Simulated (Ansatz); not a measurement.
Relaxed-ion elastic tensor of LuH2 (fluorite, Fm-3m) in GPa (Voigt order), PBEsol (plane waves, PAW; program Ansatz); density 9.64 g/cm³, 10.16 Å³ per atom.

|  | 1 | 2 | 3 | 4 | 5 | 6 |
|---|---|---|---|---|---|---|
| 1 | 153 | 71.0 | 71.0 | 0.0 | 0.0 | 0.0 |
| 2 | 71.0 | 153 | 71.0 | 0.0 | 0.0 | 0.0 |
| 3 | 71.0 | 71.0 | 153 | 0.0 | 0.0 | 0.0 |
| 4 | 0.0 | 0.0 | 0.0 | 80.6 | 0.0 | 0.0 |
| 5 | 0.0 | 0.0 | 0.0 | 0.0 | 80.6 | 0.0 |
| 6 | 0.0 | 0.0 | 0.0 | 0.0 | 0.0 | 80.6 |

### Question
Is the crystal mechanically stable?

### Answer
Yes: the smallest eigenvalue of C is 80.6 GPa.

### Question
Work out the Voigt, Reuss and Hill averages.

### Answer
K_V = 98.2, K_R = 98.2, K_H = 98.2; G_V = 64.7, G_R = 58.0, G_H = 61.3 GPa.

### Question
Give Young's modulus, Poisson's ratio, Pugh's ratio and the universal anisotropy index.

### Answer
E = 9KG/(3K + G) = 152 GPa; ν = 0.24; K/G = 1.60 (brittle by the Pugh limit of 1.75); A_U = 5G_V/G_R + K_V/K_R − 6 = 0.57.

### Question
Estimate the sound speeds and the Debye temperature.

### Answer
v_l = √((K + 4G/3)/ρ) = 4320 m/s, v_t = √(G/ρ) = 2520 m/s, mean 2800 m/s; Θ = (h/k)(3n/4πV)^(1/3) v_m = 385 K.

### Question
Give the Zener ratio and Young's modulus along [100], [110] and [111].

### Answer
A = 2C44/(C11 − C12) = 1.97; 1/E = S11 − 2(S11 − S12 − S44/2)Γ with Γ = 0, 1/4, 1/3 gives 108, 159, 190 GPa.

The workflow started from an entry of the Crystallography Open Database (COD). Whether it is the stable phase at ambient conditions was not checked. The cell was relaxed with PBEsol under the symmetry of its start; of distortions, only those at the zone centre were tested. As this level gives no gap, shear constants depend on the k-mesh and smearing (Fermi–Dirac, 0.1 eV here). Scalar-relativistic: spin–orbit coupling is off unless named, which matters more the heavier the elements.

Potentials: the later of the program's two PAW sets.
